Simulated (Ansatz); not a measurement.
Space group Pm-3m (No. 221). a = 3.923 Å, b = 3.923 Å, c = 3.923 Å, α = 90.00°, β = 90.00°, γ = 90.00°
| atom | site | symmetry | x | y | z |
| --- | --- | --- | --- | --- | --- |
| Ta | 1b | m-3m | 0.5000 | 0.5000 | 0.5000 |
| O | 3c | 4/mm.m | 0.0000 | 0.5000 | 0.5000 |

Equation of state of this TaO₃ structure (not necessarily the ground state), with shape and atoms relaxed at each volume where symmetry leaves them free. It has no gap at any of these volumes. All numbers below come from Ansatz 0.2.0, DFT PBEsol, scalar-relativistic, plane waves, PAW.

Plane waves to 420 eV, a k mesh through Γ of 10×10×10 on the computed 4-atom cell and Gaussian smearing (0.10 eV); collinear spin.

```json
{"V (Å³/atom)": "13.285", "E − E(largest V) (meV/atom)": "92.75", "P (GPa)": "33.43"}
{"V (Å³/atom)": "13.738", "E − E(largest V) (meV/atom)": "13.51", "P (GPa)": "22.92"}
{"V (Å³/atom)": "14.191", "E − E(largest V) (meV/atom)": "-38.33", "P (GPa)": "13.99"}
{"V (Å³/atom)": "14.644", "E − E(largest V) (meV/atom)": "-66.79", "P (GPa)": "6.41"}
{"V (Å³/atom)": "15.097", "E − E(largest V) (meV/atom)": "-75.38", "P (GPa)": "-0.01"}
{"V (Å³/atom)": "15.549", "E − E(largest V) (meV/atom)": "-68.01", "P (GPa)": "-5.08"}
{"V (Å³/atom)": "16.002", "E − E(largest V) (meV/atom)": "-46.94", "P (GPa)": "-9.77"}
{"V (Å³/atom)": "16.606", "E − E(largest V) (meV/atom)": "0.00", "P (GPa)": "-14.96"}
```

Task: Fit a third-order Birch–Murnaghan equation to E(V).

Result: V0 = 15.10 Å³/atom, B0 = 194 GPa, B0' = 4.7.

The state reached may not be the lowest one. Spin-orbit coupling is left out, which matters for the bands of heavy elements.